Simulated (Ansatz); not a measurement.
# Cu (I4/mmm), comparing deformations

All numbers below come from Ansatz 0.2.0, DFT r2SCAN, scalar-relativistic, plane waves, PAW. Settings: plane waves to 500 eV, k-mesh 24×24×24 (Γ-centred), Gaussian smearing 0.15 eV. No spin polarisation. Energies are free energies at this smearing, counted from the undisturbed cell; pressure is positive in compression.

Reference structure (as given, not relaxed at this level; it stands at 0.3 GPa; this bcc form isn't the usual structure):

```
Cu
1.0
    -1.44279    1.44279    1.37608
     1.44279   -1.44279    1.37608
     1.44279    1.44279   -1.37608
Cu
1
Direct
  0.00000 0.00000 0.00000
```

The cell is strained by ε times a Voigt pattern (xx, yy, zz, yz, xz, xy; engineering shear) with fractional coordinates fixed. τ = (1/V0) dE/dε comes from the stress tensor. Of each scan, only the three points used here are listed.

```
           pattern        ε  τ (GPa)
(0, 1, 0, 0, 0, 0)  -0.0250    -4.40
(0, 1, 0, 0, 0, 0)   0.0000    -0.28
(0, 1, 0, 0, 0, 0)   0.0250     3.10
(1, 1, 0, 0, 0, 0)  -0.0250   -18.60
(1, 1, 0, 0, 0, 0)   0.0000    -0.55
(1, 1, 0, 0, 0, 0)   0.0250    13.86
(0, 0, 1, 0, 0, 0)  -0.0250    -5.28
(0, 0, 1, 0, 0, 0)   0.0000    -0.30
(0, 0, 1, 0, 0, 0)   0.0250     3.56
(0, 0, 0, 1, 0, 0)  -0.0025    -0.23
(0, 0, 0, 1, 0, 0)   0.0000     0.00
(0, 0, 0, 1, 0, 0)   0.0025     0.23
(0, 0, 0, 0, 0, 1)  -0.0125    -1.40
(0, 0, 0, 0, 0, 1)   0.0000     0.00
(0, 0, 0, 0, 0, 1)   0.0125     1.40
```

Task: Which constants do the scans give, and which deformation costs least for the same size of strain tensor?

Result: The slope dτ/dε at zero (parabola through three points) is pᵀCp: (0, 1, 0, 0, 0, 0) gives C22 = 150 GPa; (1, 1, 0, 0, 0, 0) gives C11 + C22 + 2 C12 = 649 GPa; (0, 0, 1, 0, 0, 0) gives C33 = 177 GPa; (0, 0, 0, 1, 0, 0) gives C44 = 94 GPa; (0, 0, 0, 0, 0, 1) gives C66 = 112 GPa. The size of the strain tensor, ε:ε, is ε² times 1.0, 2.0, 1.0, 0.5, 0.5. Per unit of it the stiffnesses are 150, 325, 177, 188, 225 GPa, so (0, 1, 0, 0, 0, 0) is the softest of these: at ε:ε = (1 %)² the quadratic term costs 0.54 meV/atom against 1.16 for the stiffest.

In a metal these slopes depend on the k mesh and the smearing.